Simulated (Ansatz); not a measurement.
Computed with DFT PBE, scalar-relativistic, plane waves, PAW in Ansatz. Settings: cutoff 420 eV, Γ-centred meshes spaced at most about 0.3 Å⁻¹, and about 0.25 Å⁻¹ or finer for metals (2π included), Gaussian smearing. No spin polarisation in the final relaxations.

All energies are static (0 K, no zero-point motion).

Two forms of ZrSnTe4 were relaxed alike.

A.

```
CELL_PARAMETERS angstrom
5.93409 0.00000 0.00000
0.00000 5.93409 0.00000
0.00000 0.00000 6.10903
ATOMIC_POSITIONS crystal
Zr 0.00000 0.00000 0.50000
Sn 0.00000 0.00000 0.00000
Te 0.00000 0.50000 0.00000
Te 0.50000 0.00000 0.00000
Te 0.00000 0.50000 0.50000
Te 0.50000 0.00000 0.50000
```

B.

```
CELL_PARAMETERS angstrom
5.99571 0.00000 0.00000
0.00000 5.99571 0.00000
0.00000 0.00000 5.70582
ATOMIC_POSITIONS crystal
Zr 0.50000 0.50000 0.00000
Sn 0.00000 0.00000 0.00000
Te 0.50000 0.00000 0.00000
Te 0.00000 0.50000 0.00000
Te 0.50000 0.50000 0.50000
Te 0.00000 0.00000 0.50000
```

Question: Which form is favoured at zero pressure, and by what margin per atom?

Answer: B is lower, by 98 meV/atom. A has space group P4/mmm (No. 123), 35.9 Å³/atom and no gap on its mesh; B has space group P4/mmm (No. 123), 34.2 Å³/atom and no gap. Counting Te atoms around Sn and Zr (those within 1.25 times the shortest such distance or 1.15 times the sum of covalent radii, 1.27 where that leaves under three), A has Zr 4, Sn 4 and B has Zr 6, Sn 6. The denser one is the lower, and pressure would at first widen the difference. In A, Zr has 4 Te at 2.97 Å and 2 Sn at 3.05 Å; Sn has 4 Te at 2.97 Å and 2 Zr at 3.05 Å; Te on its first site is surrounded by 2 Sn at 2.97 Å and 2 Te at 3.05 Å; 1 more site not described. In B, around Zr lie 6 Te at 2.85–3.00 Å; around Sn lie 6 Te at 2.85–3.00 Å; Te on a site of symmetry mmm is surrounded by 2 Sn at 3.00 Å and 2 Zr at 3.00 Å; 2 more sites not described. Both come from invented guesses.

These runs have no spin–orbit coupling, which can matter for Te. Cells relaxed within their symmetry can be saddle points.
